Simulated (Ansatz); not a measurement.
Theory: DFT PBE, scalar-relativistic, plane waves, PAW in Ansatz 0.2.0. All cells share a 420 eV cutoff and Γ-centred k meshes spaced at most about 0.3 Å⁻¹ (about 0.25 or finer for metals, 2π included). No spin polarisation in the final relaxations.

All energies are static (0 K, no zero-point motion).

Two forms of Si₄N were relaxed alike.

A.

```
Si N
1.0
    -1.99142    2.83680    3.63105
     1.99142   -2.83680    3.63105
     1.99142    2.83680   -3.63105
Si N
4 1
Cartesian
  0.0000 4.1466 1.1825
  1.9914 -1.3098 2.4486
  0.0000 1.5270 1.1825
  1.9914 1.3098 2.4486
  0.0000 0.0000 0.0000
```

B.

```
Si N
1.0
     2.76518    0.00000    0.00000
    -0.97213    5.63837    0.00000
    -0.37094   -1.19798    9.04213
Si N
8 2
Cartesian
  0.6574 0.4788 1.9397
  -0.5069 3.4961 0.7026
  0.5118 1.9969 3.9677
  -0.5655 3.9504 3.0062
  0.0658 -0.2564 5.0398
  1.0131 3.0795 6.1173
  0.6694 0.9506 7.2904
  0.5711 4.4686 8.0132
  -0.4427 5.2901 0.1127
  0.5031 1.5664 9.0209
```

**Question.** Which is lower in energy, and by how much?

**Answer.** B is lower, by 282 meV/atom. A has space group Immm (No. 71), 16.4 Å³/atom and no gap on its mesh; B has space group P1 (No. 1), 14.1 Å³/atom and no gap. Counting Si atoms around N (those within 1.25 times the shortest such distance or 1.15 times the sum of covalent radii; a slash parts the counts of unlike sites), A has N 4 and B has N 3/4. A and B both hold Si–Si nets. The denser one is the lower, and pressure would at first widen the difference. Even the lower one lies +0.09 eV/atom against the reference forms of the elements (uncorrected), a margin that errors in the energy of the gaseous reference can exceed. In A, around Si lie 1 N at 1.93 Å and 3 Si at 2.36–2.37 Å; around N lie 4 Si at 1.93 Å. In B, around Si on its first site lie 1 N at 2.01 Å and 2 Si at 2.43–2.54 Å; Si on its second site is surrounded by 2 N at 1.72 Å, 1 N at 1.89 Å and 1 Si at 2.35 Å; N on its first site is surrounded by 3 Si at 1.83–1.89 Å and 1 Si at 2.01 Å; 7 more sites not described. Both come from invented guesses.

Cells relaxed within their symmetry can be saddle points.
